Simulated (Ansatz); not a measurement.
## Al2GeH2O6: O-17 NMR of the central transition

Cell: a computed structure from the Materials Project (it need not be an observed phase).

Space group C2/c (No. 15); a = 5.4102, b = 8.4484, c = 9.0618 Å, β = 102.93°.

```
site  Wyckoff  site symmetry       x       y       z
  Al       8f              1  0.4246  0.1331  0.0856
  Ge       4e              2  0.5000  0.7760  0.2500
   H       8f              1  0.5513  0.4134  0.0676
 O11       8f              1  0.5728  0.9065  0.4110
 O15       8f              1  0.2713  0.1525  0.2605
 O19       8f              1  0.3992  0.3491  0.0436
```

One atom of each set is listed; the run and its k-mesh use a cell of 22 atoms with edges of 5.02, 5.02, 9.06 Å.

Method: Kohn–Sham DFT in Ansatz, PBE, plane waves and PAW, scalar-relativistic, 420 eV cutoff, Γ-centred 5×5×3 k-points, Fermi–Dirac smearing 0.02 eV.

O-17 has I = 5/2 and Q = -25.58 mb (Pyykkö 2018); at 28.2 T its Larmor frequency is ν₀ = 162.8 MHz. Only the quadrupole interaction is simulated: positions count from each site's isotropic chemical shift, and J coupling is left out, as are shift anisotropy and dipolar coupling, which fast spinning averages.

**Question.** Give C_Q, η, the quadrupolar product P_Q = |C_Q|(1 + η²/3)^½, the second-order isotropic shift and the breadth of the pattern (fast magic-angle spinning) for each O site.

**Answer.** 

```
site                                                   first shell  C_Q (MHz)     η  P_Q (MHz)  δ_QIS (ppm)  breadth (kHz)
 O11       1 Ge at 1.80 Å, 2 Al at 1.91–1.96 Å; also 1 H at 2.00 Å      -6.09  0.59       6.43        -9.36           3.53
 O15                           1 Ge at 1.79 Å, 2 Al at 1.91–1.95 Å      -6.79  0.62       7.21        -11.8           4.43
 O19  1 H at 0.97 Å, 2 Al at 1.86–1.88 Å; also 2 Ge at 3.02–3.22 Å      -7.35  0.66       7.87        -14.0           5.26
```

δ_QIS = −(ν_Q²/30ν₀²)[I(I+1) − 3/4](1 + η²/3) × 10⁶ ppm with ν_Q = 3|C_Q|/[2I(2I−1)]; it falls as 1/B₀² in ppm, and the breadth as 1/B₀ in kHz.

At O11 and O15 V_zz points along its shortest bond, to Ge (within 5°) in each case. At O19 V_zz points along its shortest bond, to H (within 3°).
